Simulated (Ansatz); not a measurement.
**GaAs: from a starting cell to a relaxed one**

The start is a relaxed GaAs cell with every coordinate shifted by Gaussian noise of σ = 0.2 Å. The cell and all atomic positions are relaxed at zero pressure with PBE (plane waves to 420 eV, PAW, scalar-relativistic; Ansatz, an electronic-structure program). The first steps use a coarse 7×7×7 k-mesh.

Starting cell:
```
GaAs
1.0
    0.00000     2.87289     2.87289
    2.87289     0.00000     2.87289
    2.87289     2.87289     0.00000
As Ga
1 1
Direct
  0.75264   0.85675   0.70070
  0.08831   0.88280   0.97089
```

### Question
How much energy is released per atom?

### Answer
0.55 eV/atom.

### Question
Is the parent structure recovered?

### Answer
It returns to the parent structure, F-43m (No. 216).

### Question
How do the shortest distances between atoms change?

### Answer
The closest pairs of elements (up to four, under 3.6 Å), start → end: As–Ga 2.20 → 2.49 Å.

### Question
Is the relaxed structure metallic? Give its gap.

### Answer
0.16 eV, direct at Γ (no spin-orbit coupling).

Final structure:

```cif
data_As4Ga4
_chemical_formula_sum 'As4 Ga4'
_space_group_name_H-M_alt 'F-43m'
_space_group_IT_number 216
_space_group_name_Hall 'F -4 2 3'
_cell_length_a 5.74578
_cell_length_b 5.74578
_cell_length_c 5.74578
_cell_angle_alpha 90.000
_cell_angle_beta 90.000
_cell_angle_gamma 90.000
loop_
_atom_site_label
_atom_site_type_symbol
_atom_site_symmetry_multiplicity
_atom_site_Wyckoff_symbol
_atom_site_fract_x
_atom_site_fract_y
_atom_site_fract_z
_atom_site_occupancy
As1 As 4 c 0.25000 0.25000 0.25000 1
Ga1 Ga 4 b 0.50000 0.50000 0.50000 1
```
(The calculation used a cell of 2 atoms; values per cell refer to that cell.)

Final values are on a 10×10×10 k-mesh of the relaxed cell. No spin polarisation in the result.
